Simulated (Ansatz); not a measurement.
A crystal relaxed with r2SCAN in Ansatz has space group Pm-3m (No. 221) and a = 5.943 Å.

| atom | site | x | y | z |
| --- | --- | --- | --- | --- |
| Cs | 1a | 0.0000 | 0.0000 | 0.0000 |
| Pb | 1b | 0.5000 | 0.5000 | 0.5000 |
| Xx | 3c | 0.5000 | 0.5000 | 0.0000 |

With r2SCAN the gap is 2.04 eV and direct, at R. The HSE06 gap is direct at R: 2.28 eV. Meshes: r2SCAN 4×4×4, HSE06 4×4×4.

Task: Which element is Xx?
A. H
B. Br
C. I
D. F

Result: B. Xx is Br: CsPbBr3, cubic perovskite. Cs has 12 Br at 4.20 Å; Pb has 6 Br at 2.97 Å; Br has 2 Pb at 2.97 Å and 4 Cs at 4.20 Å.

Spin-unpolarised throughout; all numbers are computed.

Spin-orbit coupling is left out; in compounds of Pb, Bi, Tl or Hg it can lower a gap by up to about 1 eV, split its edges or invert the bands.

The meshes of the hybrids are coarse, so their gaps aren't converged to the digits shown.
